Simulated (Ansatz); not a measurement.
# Perovskite alloy of KMgF3 and KZnF3 (4 of 8 Mg sites exchanged), 40 atoms

Ansatz, PAW, plane waves. PBEsol relaxation of volume and atoms (shape held) at the single k point (¼, ¼, ¼) without its symmetry partners; single points on the relaxed atoms at the Γ point alone, onto which points of the small cell's zone fold. Arrangement: quasirandom. No spin–orbit coupling unless named.

Relaxed structure:

```cif
data_structure
_symmetry_space_group_name_H-M 'P 1'
_symmetry_Int_Tables_number 1
_cell_length_a 8.0462
_cell_length_b 8.0462
_cell_length_c 8.0462
_cell_angle_alpha 90.000
_cell_angle_beta 90.000
_cell_angle_gamma 90.000
_cell_volume 520.91
loop_
_atom_site_label
_atom_site_type_symbol
_atom_site_fract_x
_atom_site_fract_y
_atom_site_fract_z
_atom_site_occupancy
K1 K 0.00033 0.99974 0.99974 1
K2 K 0.00037 0.99982 0.49986 1
K3 K 0.00021 0.49994 0.99952 1
K4 K 0.00015 0.49979 0.50000 1
K5 K 0.50078 0.99996 0.99951 1
K6 K 0.50075 0.99999 0.50003 1
K7 K 0.50077 0.49970 0.99969 1
K8 K 0.50082 0.49967 0.49989 1
Mg1 Mg 0.25040 0.24982 0.24980 1
Mg2 Mg 0.25044 0.24982 0.74978 1
Mg3 Mg 0.25050 0.74974 0.24976 1
Mg4 Mg 0.75048 0.74981 0.24979 1
Zn1 Zn 0.25055 0.74974 0.74972 1
Zn2 Zn 0.75047 0.24981 0.24986 1
Zn3 Zn 0.75049 0.24982 0.74989 1
Zn4 Zn 0.75049 0.74979 0.74980 1
F1 F 0.25120 0.24999 0.99996 1
F2 F 0.24945 0.24965 0.49955 1
F3 F 0.25035 0.74960 0.00258 1
F4 F 0.25065 0.74991 0.49686 1
F5 F 0.74957 0.25024 0.00007 1
F6 F 0.75142 0.24912 0.49959 1
F7 F 0.75085 0.74936 0.00273 1
F8 F 0.75012 0.75007 0.49680 1
F9 F 0.00329 0.24938 0.24907 1
F10 F 0.00343 0.24998 0.75074 1
F11 F 0.00068 0.75012 0.24991 1
F12 F 0.00071 0.74987 0.74951 1
F13 F 0.49759 0.25017 0.25057 1
F14 F 0.49749 0.24974 0.74886 1
F15 F 0.50031 0.74926 0.24953 1
F16 F 0.50033 0.74964 0.74997 1
F17 F 0.25081 0.99978 0.24962 1
F18 F 0.25065 0.00259 0.74992 1
F19 F 0.24994 0.49980 0.24992 1
F20 F 0.25056 0.49701 0.74953 1
F21 F 0.74996 0.99700 0.24922 1
F22 F 0.75050 0.99983 0.75031 1
F23 F 0.75094 0.50253 0.25033 1
F24 F 0.75031 0.49977 0.74943 1
```

(1) What are the mean bond lengths by pair (pairs within 1.2 times the sum of covalent radii, less contacts 15 % beyond the pair's median; cation–cation pairs of compounds aside; long ionic contacts are cut short by that bound)?

(2) What gap lies between the top filled and the lowest empty level in the single points?

Answers

(1) F–K 2.845 ± 0.004 Å (standard deviation, 96 bonds); F–Mg 2.000 ± 0.012 Å (standard deviation, 24 bonds); F–Zn 2.023 ± 0.012 Å (standard deviation, 24 bonds).

(2) HSE06 7.33 eV (47 s on 7 threads of Neoverse-V2).
